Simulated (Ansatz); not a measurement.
Ansatz input file:

```yaml
crystal:
  lattice:
    - [1.69365, -4.70395, 0.0]
    - [1.69365, 4.70395, 0.0]
    - [0.0, 0.0, 3.7587]
  atoms:
    - { symbol: Ni, position: [0.5788, 0.4212, 0.25] }
    - { symbol: Ni, position: [0.4212, 0.5788, 0.75] }
    - { symbol: Bi, position: [0.8586, 0.1414, 0.25] }
    - { symbol: Bi, position: [0.1414, 0.8586, 0.75] }
basis:
  ecutwfc: 500
kpoints:
  mp_grid: { grid: [6, 6, 6] }
hamiltonian:
  xc: r2scan
scf:
  occupations: { method: gaussian, width: 0.1 }
output:
  forces: true
  stress: true
  eigenvalues: true
relax:
  adjacent_minimum: "off"
  f_tol: 0.05
  max_steps: 80
  cell: { stress_tol: 0.5 }
```

Launched with
```bash
ansatz run input.yaml --threads 1 --pin off --max-ram 2560MiB --backend cpu --events-out ev --progress --plain --runs-dir out
```

The calculation used Ansatz 0.2.0, DFT r2SCAN, scalar-relativistic, plane waves, PAW.

Abridged output:

```
Pseudopotentials: kind: paw
Pseudopotential: Ni, paw, valence charge 18, recommended cutoff 500 eV (meta_gga)
Pseudopotential: Bi, paw, valence charge 15, recommended cutoff 500 eV (meta_gga)
Functional definition: r2SCAN
Crystal: 4 atoms, lattice volume = 59.890 Å³
Basis set: ecut = 500 eV, 1523 PW (Γ), exchange–correlation on 160×160×120 points (64 copies of the dense FFT grid, shifted against one another)
Bands: 40, of which v1, the nominal top of the filled ones, is band 33 counted from 1 (32 counted from 0)
Symmetry: 8 space group operations
Space group: Cmcm (ITA 63), of the structure as read, at distance tolerance 3.9e-5 Å
k-points: 52 of 216
Initial density: superposition of atomic densities (neutral atoms: chi_scale 0, normalization atom), corrected by the library's trained network
Initial wavefunctions: pseudopotential atomic-orbital guess
Functional: x = r2scan, c = r2scan; τ floored in thin density (d = 2e-4 eV/Å³)
SCF iter   1: F=—  HF=-36510.499951 eV  |F-HF|=—  |Δ(HF+E_count)|=         —  Δρ=3.10e-2  dr2=4.28e-1  dr2_τ=1.41e-1  ethr=1.77e-3  ⟨swp⟩=6.8  Hψ=8436  notcnv=0  defer=13
SCF iter   2: F=—  HF=-36510.725821 eV  |F-HF|=—  |Δ(HF+E_count)|=   2.26e-1  Δρ=2.10e-2  dr2=1.39e-1  dr2_τ=2.97e-3  ethr=6.48e-4  ⟨swp⟩=2.9  Hψ=3700  notcnv=0  defer=98
SCF iter   3: F=—  HF=-36510.700008 eV  |F-HF|=—  |Δ(HF+E_count)|=   2.58e-2  Δρ=8.59e-3  dr2=3.47e-2  dr2_τ=1.47e-4  ethr=2.11e-4  ⟨swp⟩=2.2  Hψ=2954  notcnv=0  defer=98
SCF iter   4: F=—  HF=-36510.696561 eV  |F-HF|=—  |Δ(HF+E_count)|=   3.45e-3  Δρ=2.59e-3  dr2=1.80e-3  dr2_τ=2.83e-5  ethr=5.26e-5  ⟨swp⟩=1.5  Hψ=2779  notcnv=0  defer=98
SCF iter   5: F=—  HF=-36510.696946 eV  |F-HF|=—  |Δ(HF+E_count)|=   3.85e-4  Δρ=1.12e-3  dr2=4.16e-4  dr2_τ=5.31e-6  ethr=2.72e-6  ⟨swp⟩=2.0  Hψ=3300  notcnv=0  defer=98
SCF iter   6: F=—  HF=-36510.697097 eV  |F-HF|=—  |Δ(HF+E_count)|=   1.51e-4  Δρ=5.49e-4  dr2=1.15e-4  dr2_τ=1.00e-6  ethr=6.31e-7  ⟨swp⟩=2.0  Hψ=2887  notcnv=0  defer=98
SCF iter   7: F=—  HF=-36510.697121 eV  |F-HF|=—  |Δ(HF+E_count)|=   2.42e-5  Δρ=4.79e-4  dr2=8.48e-5  dr2_τ=5.94e-7  ethr=1.74e-7  ⟨swp⟩=1.0  Hψ=1984  notcnv=0  defer=98
SCF iter   8: F=—  HF=-36510.697121 eV  |F-HF|=—  |Δ(HF+E_count)|=   5.99e-7  Δρ=1.47e-4  dr2=7.49e-6  dr2_τ=6.21e-8  ethr=1.29e-7  ⟨swp⟩=1.0  Hψ=1983  notcnv=0  defer=98
SCF iter   9: F=—  HF=-36510.697121 eV  |F-HF|=—  |Δ(HF+E_count)|=   1.35e-7  Δρ=2.87e-5  dr2=2.98e-7  dr2_τ=3.96e-9  ethr=1.13e-8  ⟨swp⟩=2.2  Hψ=2664  notcnv=0  defer=98
SCF iter  10: F=-36510.697121 eV  HF=-36510.697121 eV  |F-HF|=6.10e-9  |Δ(HF+E_count)|=   2.71e-8  Δρ=5.15e-6  dr2=1.03e-8  dr2_τ=3.92e-11  ethr=1.52e-10  ⟨swp⟩=10.5  Hψ=11189  notcnv=0
SCF 1 converged in 10 iterations: F = -36510.697121 eV  dr2 = 1.03e-8
relax step   1: F+E_penalty+E_count = -36510.69712131 eV  Δ(F+E_penalty+E_count) = +0.000e0 eV  max|allowed force component| = 2.627e-1 eV/Å  Δτ_max = 0.0000 Å  P = +38.554 GPa  Ω = 59.890 Å³  (10 SCF iters, dr2 threshold 1.00e-7 eV, accepted)
Crystal: 4 atoms, lattice volume = 67.853 Å³
Basis set: ecut = 500 eV, 1733 PW (Γ), exchange–correlation on 160×160×120 points (64 copies of the dense FFT grid, shifted against one another)
Initial density: handed on by an earlier stage of this run
Initial wavefunctions: those handed on with the density
SCF iter   1: F=—  HF=-36510.856045 eV  |F-HF|=—  |Δ(HF+E_count)|=         —  Δρ=1.78e-2  dr2=3.61e-1  dr2_τ=5.96e-1  ethr=5.21e-4  ⟨swp⟩=1.8  Hψ=13242  notcnv=0
SCF iter   2: F=—  HF=-36511.896287 eV  |F-HF|=—  |Δ(HF+E_count)|=    1.04e0  Δρ=8.61e-3  dr2=4.32e-2  dr2_τ=6.48e-4  ethr=5.21e-4  ⟨swp⟩=3.9  Hψ=4256  notcnv=0
SCF iter   3: F=—  HF=-36511.891656 eV  |F-HF|=—  |Δ(HF+E_count)|=   4.63e-3  Δρ=8.44e-3  dr2=7.95e-2  dr2_τ=1.80e-4  ethr=6.54e-5  ⟨swp⟩=2.1  Hψ=4058  notcnv=0  defer=2
SCF iter   4: F=—  HF=-36511.893298 eV  |F-HF|=—  |Δ(HF+E_count)|=   1.64e-3  Δρ=1.63e-2  dr2=1.16e-1  dr2_τ=4.25e-4  ethr=6.54e-5  ⟨swp⟩=2.2  Hψ=3138  notcnv=0  defer=11
SCF iter   5: F=—  HF=-36511.888478 eV  |F-HF|=—  |Δ(HF+E_count)|=   4.82e-3  Δρ=1.17e-2  dr2=5.92e-2  dr2_τ=3.38e-4  ethr=6.54e-5  ⟨swp⟩=1.0  Hψ=2455  notcnv=0  defer=12
SCF iter   6: F=—  HF=-36511.884468 eV  |F-HF|=—  |Δ(HF+E_count)|=   4.01e-3  Δρ=4.35e-3  dr2=8.28e-3  dr2_τ=4.48e-5  ethr=6.54e-5  ⟨swp⟩=1.6  Hψ=2060  notcnv=0  defer=12
SCF iter   7: F=—  HF=-36511.883940 eV  |F-HF|=—  |Δ(HF+E_count)|=   5.28e-4  Δρ=2.00e-3  dr2=1.84e-3  dr2_τ=7.80e-6  ethr=1.25e-5  ⟨swp⟩=1.2  Hψ=2019  notcnv=0  defer=12
SCF iter   8: F=—  HF=-36511.883828 eV  |F-HF|=—  |Δ(HF+E_count)|=   1.12e-4  Δρ=1.75e-4  dr2=1.94e-5  dr2_τ=6.13e-7  ethr=2.79e-6  ⟨swp⟩=2.0  Hψ=2871  notcnv=0  defer=12
SCF iter   9: F=—  HF=-36511.883858 eV  |F-HF|=—  |Δ(HF+E_count)|=   3.03e-5  Δρ=9.24e-5  dr2=4.64e-6  dr2_τ=1.17e-8  ethr=2.94e-8  ⟨swp⟩=2.0  Hψ=3595  notcnv=0  defer=12
SCF iter  10: F=-36511.883859 eV  HF=-36511.883859 eV  |F-HF|=1.98e-8  |Δ(HF+E_count)|=   2.88e-7  Δρ=1.07e-5  dr2=7.08e-8  dr2_τ=4.54e-9  ethr=6.06e-10  ⟨swp⟩=9.4  Hψ=12811  notcnv=0
SCF 2 converged in 10 iterations: F = -36511.883859 eV  dr2 = 7.08e-8
relax step   2: F+E_penalty+E_count = -36511.88385863 eV  Δ(F+E_penalty+E_count) = -1.187e0 eV  max|allowed force component| = 7.676e-2 eV/Å  Δτ_max = 0.0142 Å  P = +12.369 GPa  Ω = 67.853 Å³  energy of the carried Pulay correction = -5.198e-3 eV  (10 SCF iters, dr2 threshold 4.00e-7 eV, accepted)
Crystal: 4 atoms, lattice volume = 72.409 Å³
Basis set: ecut = 500 eV, 1835 PW (Γ), exchange–correlation on 160×160×120 points (64 copies of the dense FFT grid, shifted against one another)
SCF iter   1: F=—  HF=-36511.803988 eV  |F-HF|=—  |Δ(HF+E_count)|=         —  Δρ=9.73e-3  dr2=1.11e-1  dr2_τ=1.59e-1  ethr=1.56e-4  ⟨swp⟩=2.0  Hψ=13175  notcnv=0
SCF iter   2: F=—  HF=-36512.102240 eV  |F-HF|=—  |Δ(HF+E_count)|=   2.98e-1  Δρ=6.26e-3  dr2=1.42e-2  dr2_τ=2.53e-4  ethr=1.56e-4  ⟨swp⟩=3.0  Hψ=3570  notcnv=0
SCF iter   3: F=—  HF=-36512.102235 eV  |F-HF|=—  |Δ(HF+E_count)|=   4.88e-6  Δρ=4.76e-3  dr2=2.62e-2  dr2_τ=3.90e-5  ethr=2.16e-5  ⟨swp⟩=2.7  Hψ=4358  notcnv=0
SCF iter   4: F=—  HF=-36512.101784 eV  |F-HF|=—  |Δ(HF+E_count)|=   4.52e-4  Δρ=7.67e-3  dr2=2.63e-2  dr2_τ=8.11e-5  ethr=2.16e-5  ⟨swp⟩=2.0  Hψ=3001  notcnv=0
SCF iter   5: F=—  HF=-36512.100816 eV  |F-HF|=—  |Δ(HF+E_count)|=   9.68e-4  Δρ=5.06e-3  dr2=1.16e-2  dr2_τ=7.21e-5  ethr=2.16e-5  ⟨swp⟩=1.0  Hψ=2462  notcnv=0
SCF iter   6: F=—  HF=-36512.099895 eV  |F-HF|=—  |Δ(HF+E_count)|=   9.20e-4  Δρ=1.37e-3  dr2=8.40e-4  dr2_τ=5.12e-6  ethr=1.76e-5  ⟨swp⟩=1.1  Hψ=1986  notcnv=0
SCF iter   7: F=—  HF=-36512.099831 eV  |F-HF|=—  |Δ(HF+E_count)|=   6.44e-5  Δρ=2.95e-4  dr2=4.09e-5  dr2_τ=2.17e-7  ethr=1.27e-6  ⟨swp⟩=2.1  Hψ=3305  notcnv=0
SCF iter   8: F=—  HF=-36512.099801 eV  |F-HF|=—  |Δ(HF+E_count)|=   2.98e-5  Δρ=5.71e-5  dr2=2.01e-6  dr2_τ=5.30e-8  ethr=6.19e-8  ⟨swp⟩=2.0  Hψ=2781  notcnv=0
SCF iter   9: F=—  HF=-36512.099802 eV  |F-HF|=—  |Δ(HF+E_count)|=   1.07e-6  Δρ=7.69e-5  dr2=2.99e-6  dr2_τ=7.77e-9  ethr=3.04e-9  ⟨swp⟩=2.0  Hψ=3347  notcnv=0
SCF iter  10: F=-36512.099802 eV  HF=-36512.099802 eV  |F-HF|=5.60e-10  |Δ(HF+E_count)|=   1.65e-7  Δρ=5.59e-6  dr2=2.10e-8  dr2_τ=2.78e-10  ethr=6.06e-10  ⟨swp⟩=8.8  Hψ=12259  notcnv=0
SCF 3 converged in 10 iterations: F = -36512.099802 eV  dr2 = 2.10e-8
relax step   3: F+E_penalty+E_count = -36512.09980228 eV  Δ(F+E_penalty+E_count) = -2.159e-1 eV  max|allowed force component| = 5.687e-2 eV/Å  Δτ_max = 0.0113 Å  P = +3.431 GPa  Ω = 72.409 Å³  energy of the carried Pulay correction = -7.892e-3 eV  (10 SCF iters, dr2 threshold 4.00e-7 eV, accepted)
Crystal: 4 atoms, lattice volume = 75.137 Å³
Basis set: ecut = 500 eV, 1911 PW (Γ), exchange–correlation on 160×160×120 points (64 copies of the dense FFT grid, shifted against one another)
SCF iter   1: F=—  HF=-36512.016343 eV  |F-HF|=—  |Δ(HF+E_count)|=         —  Δρ=6.08e-3  dr2=3.88e-2  dr2_τ=7.43e-2  ethr=6.38e-5  ⟨swp⟩=2.1  Hψ=12340  notcnv=0
SCF iter   2: F=—  HF=-36512.124687 eV  |F-HF|=—  |Δ(HF+E_count)|=   1.08e-1  Δρ=4.40e-3  dr2=6.51e-3  dr2_τ=1.45e-4  ethr=5.88e-5  ⟨swp⟩=3.0  Hψ=3377  notcnv=0
SCF iter   3: F=—  HF=-36512.124835 eV  |F-HF|=—  |Δ(HF+E_count)|=   1.48e-4  Δρ=3.19e-3  dr2=9.40e-3  dr2_τ=1.72e-5  ethr=9.87e-6  ⟨swp⟩=2.9  Hψ=4423  notcnv=0
SCF iter   4: F=—  HF=-36512.123956 eV  |F-HF|=—  |Δ(HF+E_count)|=   8.80e-4  Δρ=1.91e-3  dr2=1.38e-3  dr2_τ=2.01e-5  ethr=9.87e-6  ⟨swp⟩=2.0  Hψ=2530  notcnv=0
SCF iter   5: F=—  HF=-36512.124046 eV  |F-HF|=—  |Δ(HF+E_count)|=   8.99e-5  Δρ=1.69e-3  dr2=1.19e-3  dr2_τ=8.17e-6  ethr=2.09e-6  ⟨swp⟩=1.5  Hψ=2163  notcnv=0
SCF iter   6: F=—  HF=-36512.124002 eV  |F-HF|=—  |Δ(HF+E_count)|=   4.35e-5  Δρ=1.54e-4  dr2=1.67e-5  dr2_τ=4.49e-7  ethr=1.81e-6  ⟨swp⟩=2.1  Hψ=2669  notcnv=0
SCF iter   7: F=—  HF=-36512.123997 eV  |F-HF|=—  |Δ(HF+E_count)|=   5.42e-6  Δρ=9.03e-5  dr2=6.34e-6  dr2_τ=5.05e-8  ethr=2.53e-8  ⟨swp⟩=2.0  Hψ=3724  notcnv=0
SCF iter   8: F=—  HF=-36512.123999 eV  |F-HF|=—  |Δ(HF+E_count)|=   1.97e-6  Δρ=3.60e-5  dr2=8.03e-7  dr2_τ=2.35e-8  ethr=9.60e-9  ⟨swp⟩=2.0  Hψ=3796  notcnv=0
SCF iter   9: F=—  HF=-36512.123999 eV  |F-HF|=—  |Δ(HF+E_count)|=   3.75e-7  Δρ=3.75e-5  dr2=8.01e-7  dr2_τ=2.46e-9  ethr=6.06e-10  ⟨swp⟩=7.0  Hψ=10722  notcnv=0
SCF iter  10: F=-36512.123999 eV  HF=-36512.123999 eV  |F-HF|=5.38e-10  |Δ(HF+E_count)|=   1.82e-8  Δρ=2.96e-6  dr2=4.29e-9  dr2_τ=2.52e-10  ethr=6.06e-10  ⟨swp⟩=4.0  Hψ=8497  notcnv=0
SCF 4 converged in 10 iterations: F = -36512.123999 eV  dr2 = 4.29e-9
relax step   4: F+E_penalty+E_count = -36512.12399900 eV  Δ(F+E_penalty+E_count) = -2.420e-2 eV  max|allowed force component| = 4.223e-2 eV/Å  Δτ_max = 0.0157 Å  P = -0.537 GPa  Ω = 75.137 Å³  energy of the carried Pulay correction = -9.420e-3 eV  (10 SCF iters, dr2 threshold 4.00e-7 eV, accepted)
Crystal: 4 atoms, lattice volume = 74.903 Å³
Basis set: ecut = 500 eV, 1903 PW (Γ), exchange–correlation on 160×160×120 points (64 copies of the dense FFT grid, shifted against one another)
SCF iter   1: F=—  HF=-36512.123880 eV  |F-HF|=—  |Δ(HF+E_count)|=         —  Δρ=9.03e-4  dr2=1.23e-3  dr2_τ=1.35e-3  ethr=1.52e-6  ⟨swp⟩=3.6  Hψ=11631  notcnv=0
SCF iter   2: F=—  HF=-36512.125352 eV  |F-HF|=—  |Δ(HF+E_count)|=   1.47e-3  Δρ=9.21e-4  dr2=3.66e-4  dr2_τ=4.79e-6  ethr=1.52e-6  ⟨swp⟩=2.0  Hψ=2854  notcnv=0
SCF iter   3: F=—  HF=-36512.125323 eV  |F-HF|=—  |Δ(HF+E_count)|=   2.91e-5  Δρ=5.52e-4  dr2=3.22e-4  dr2_τ=8.55e-7  ethr=5.54e-7  ⟨swp⟩=2.3  Hψ=3080  notcnv=0
SCF iter   4: F=—  HF=-36512.125296 eV  |F-HF|=—  |Δ(HF+E_count)|=   2.74e-5  Δρ=1.31e-4  dr2=4.52e-5  dr2_τ=3.63e-7  ethr=4.88e-7  ⟨swp⟩=1.0  Hψ=2080  notcnv=0
SCF iter   5: F=—  HF=-36512.125292 eV  |F-HF|=—  |Δ(HF+E_count)|=   4.14e-6  Δρ=1.32e-4  dr2=1.02e-5  dr2_τ=7.18e-8  ethr=6.85e-8  ⟨swp⟩=2.0  Hψ=2971  notcnv=0
SCF iter   6: F=—  HF=-36512.125291 eV  |F-HF|=—  |Δ(HF+E_count)|=   1.47e-7  Δρ=4.96e-5  dr2=2.16e-6  dr2_τ=1.10e-7  ethr=1.54e-8  ⟨swp⟩=2.5  Hψ=3507  notcnv=0
SCF iter   7: F=—  HF=-36512.125291 eV  |F-HF|=—  |Δ(HF+E_count)|=   1.11e-7  Δρ=5.82e-5  dr2=2.01e-6  dr2_τ=1.18e-8  ethr=3.28e-9  ⟨swp⟩=2.0  Hψ=2808  notcnv=0
SCF iter   8: F=-36512.125291 eV  HF=-36512.125291 eV  |F-HF|=2.79e-8  |Δ(HF+E_count)|=   3.29e-8  Δρ=9.54e-6  dr2=6.33e-8  dr2_τ=1.04e-9  ethr=6.06e-10  ⟨swp⟩=5.3  Hψ=10942  notcnv=0
SCF 5 converged in 8 iterations: F = -36512.125291 eV  dr2 = 6.33e-8
relax step   5: F+E_penalty+E_count = -36512.12529124 eV  Δ(F+E_penalty+E_count) = -1.292e-3 eV  max|allowed force component| = 3.156e-2 eV/Å  Δτ_max = 0.0024 Å  P = -0.192 GPa  Ω = 74.903 Å³  energy of the carried Pulay correction = -9.292e-3 eV  (8 SCF iters, dr2 threshold 4.00e-7 eV, accepted)
Initial wavefunctions: pseudopotential atomic-orbital guess (no wavefunctions were taken with the density)
SCF iter   1: F=—  HF=-36512.132040 eV  |F-HF|=—  |Δ(HF+E_count)|=         —  Δρ=1.40e-3  dr2=1.28e-4  dr2_τ=1.56e-4  ethr=6.90e-7  ⟨swp⟩=3.0  Hψ=14109  notcnv=0
SCF iter   2: F=—  HF=-36512.137858 eV  |F-HF|=—  |Δ(HF+E_count)|=   5.82e-3  Δρ=1.78e-3  dr2=1.47e-3  dr2_τ=1.23e-4  ethr=1.94e-7  ⟨swp⟩=2.0  Hψ=3805  notcnv=0
SCF iter   3: F=—  HF=-36512.140408 eV  |F-HF|=—  |Δ(HF+E_count)|=   2.55e-3  Δρ=2.50e-3  dr2=3.11e-3  dr2_τ=2.46e-5  ethr=1.94e-7  ⟨swp⟩=2.6  Hψ=3903  notcnv=0  recentre
SCF iter   4: F=—  HF=-36512.140253 eV  |F-HF|=—  |Δ(HF+E_count)|=   1.55e-4  Δρ=1.83e-4  dr2=1.48e-5  dr2_τ=2.02e-7  ethr=1.94e-7  ⟨swp⟩=2.1  Hψ=3809  notcnv=0
SCF iter   5: F=—  HF=-36512.140222 eV  |F-HF|=—  |Δ(HF+E_count)|=   3.09e-5  Δρ=7.82e-5  dr2=3.53e-6  dr2_τ=1.16e-7  ethr=2.24e-8  ⟨swp⟩=2.0  Hψ=2663  notcnv=0
SCF iter   6: F=—  HF=-36512.140240 eV  |F-HF|=—  |Δ(HF+E_count)|=   1.84e-5  Δρ=6.18e-6  dr2=3.65e-8  dr2_τ=2.22e-9  ethr=5.35e-9  ⟨swp⟩=1.8  Hψ=2484  notcnv=0
SCF iter   7: F=-36512.140240 eV  HF=-36512.140240 eV  |F-HF|=6.54e-9  |Δ(HF+E_count)|=   4.07e-8  Δρ=1.74e-6  dr2=1.83e-9  dr2_τ=3.34e-10  ethr=6.06e-12  ⟨swp⟩=4.0  Hψ=9869  notcnv=0
SCF 6 converged in 7 iterations: F = -36512.140240 eV  dr2 = 1.83e-9
SCF converged after 7 iterations
Free energy (F): -36512.140240 eV
Harris-Foulkes:  -36512.140240 eV  (|F-HF|=6.54e-9)
Internal energy: -36512.127732 eV  (E = F + TS)
E sigma→0 (E₀):  -36512.133986 eV
Entropy (-TS):   -0.012509 eV (-3.127 meV/atom)
Fermi energy:    15.371334 eV
--- Per-component energies (eV) ---
  E_band       = -776.490106
  E_kinetic    = 1175.889915
  E_local      = -11245.651417  (includes V_loc(G=0)·N_el)
  E_nonlocal   = 2422.510101
  E_hartree    = 4561.665525
  E_xc         = -437.311684
  E_vxc        = -543.868967  (∫ρ·V_xc dr)
  E_paw        = -24684.878571  (= ΣΔE_a)
  E_vpaw       = -1747.204281  (= ΣTr[D̂ρ^β])
  E_aug_tail   = -0.000093  (compensation charges beyond the density's cutoff)
  E_vtau       = 38.503145  (kinetic-family band-sum trace: ∫τ·v_τ [+ j·A + Jᵃ·Aᵃ] dr)
  E_ewald      = -8305.502465
  E_core_change = 1.150957  (= ΣΔE_core)
  E_smearing   = -0.012509  (= −TS)
--- Forces (eV/Å), atoms counted from 1 ---
  atom   1  Ni     0.00000000     0.01277390     0.00000000
  atom   2  Ni     0.00000000    -0.01277390     0.00000000
  atom   3  Bi     0.00000000    -0.03083419     0.00000000
  atom   4  Bi     0.00000000     0.03083419     0.00000000
--- Stress (GPa, compression-positive) ---
        0.004151       0.000000       0.000000
        0.000000      -0.348497       0.000000
        0.000000       0.000000       0.012119
  P = ⅓ Tr σ = -0.1107 GPa (-1.107 kbar)
--- Band table (eV; the first three rows and the last of 52) ---
  k-point 0: bands = ["-91.0590", "-91.0482", "-50.0417", "-50.0410", "-50.0073", "-49.9950", "-49.9841", "-49.9725", "-8.4316", "-8.4074", "-8.3596", "-8.3570", "-8.3332", "-8.3276", "-8.2946", "-8.2867", "-8.2836", "-8.2050", "1.0866", "5.1214", "9.8991", "12.6549", "12.9269", "13.0000", "13.0567", "13.2364", "13.4138", "13.4159", "13.9273", "14.0557", "14.2800", "14.7163", "15.7978", "16.2102", "17.2062", "18.5062", "18.9661", "19.5825", "21.6755", "23.3560"]
  k-point 1: bands = ["-91.0583", "-91.0489", "-50.0437", "-50.0422", "-50.0031", "-49.9942", "-49.9848", "-49.9738", "-8.4323", "-8.3870", "-8.3633", "-8.3480", "-8.3465", "-8.3455", "-8.2851", "-8.2779", "-8.2706", "-8.2188", "1.3396", "4.9545", "10.1683", "11.4661", "12.7701", "12.9750", "12.9765", "13.2324", "13.4621", "13.7641", "13.8013", "13.9970", "14.1851", "14.6211", "16.4469", "16.6359", "16.7958", "17.4296", "19.5729", "20.1035", "21.7127", "24.6458"]
  k-point 2: bands = ["-91.0563", "-91.0509", "-50.0464", "-50.0448", "-49.9940", "-49.9922", "-49.9868", "-49.9779", "-8.4228", "-8.3774", "-8.3680", "-8.3668", "-8.3436", "-8.3219", "-8.2861", "-8.2585", "-8.2546", "-8.2523", "2.0705", "4.2822", "10.6909", "10.8944", "12.5570", "12.7418", "12.8552", "12.8738", "13.0802", "13.4608", "13.9211", "14.0922", "14.1700", "14.4054", "15.5288", "15.9594", "17.9872", "18.0999", "20.4882", "20.7680", "22.7679", "23.1366"]
  k-point 51: bands = ["-91.0536", "-91.0536", "-50.0468", "-50.0468", "-49.9895", "-49.9895", "-49.9848", "-49.9848", "-8.3927", "-8.3927", "-8.3441", "-8.3441", "-8.3210", "-8.3210", "-8.2827", "-8.2827", "-8.2819", "-8.2819", "3.5728", "3.5728", "8.4549", "8.4549", "12.7808", "12.7808", "13.1852", "13.1852", "13.3170", "13.3170", "14.0879", "14.0879", "14.5958", "14.5958", "17.9129", "17.9129", "18.8305", "18.8305", "20.5539", "20.5539", "23.4649", "23.4649"]
--- Relaxed structure (5 steps of the walk, 5 accepted, 1 SCFs on fresh bases) ---
  F+E_penalty+E_count = -36512.14024022 eV   max|allowed force component| = 3.083e-2 eV/Å   (the final SCF, on the basis selected at the relaxed cell)
  cell:  # Å, volume = 74.9035 Å³
    - [1.85986175, -5.00651075, 0.0]
    - [1.85986175, 5.00651075, 0.0]
    - [0.0, 0.0, 4.02213053]
  atoms:
    - { symbol: Ni, position: [0.57476291, 0.42523708, 0.25] }
    - { symbol: Ni, position: [0.42523708, 0.57476291, 0.74999999] }
    - { symbol: Bi, position: [0.86058660, 0.13941339, 0.25] }
    - { symbol: Bi, position: [0.13941339, 0.86058660, 0.74999999] }
```

The relaxation met its thresholds.

The run took 2.4 min on 1 thread of Arm Neoverse V1, on a shared host, peak memory 0.66 GiB.

The k mesh is coarse. Spin–orbit coupling is left out, which can shift energies with elements as heavy as these.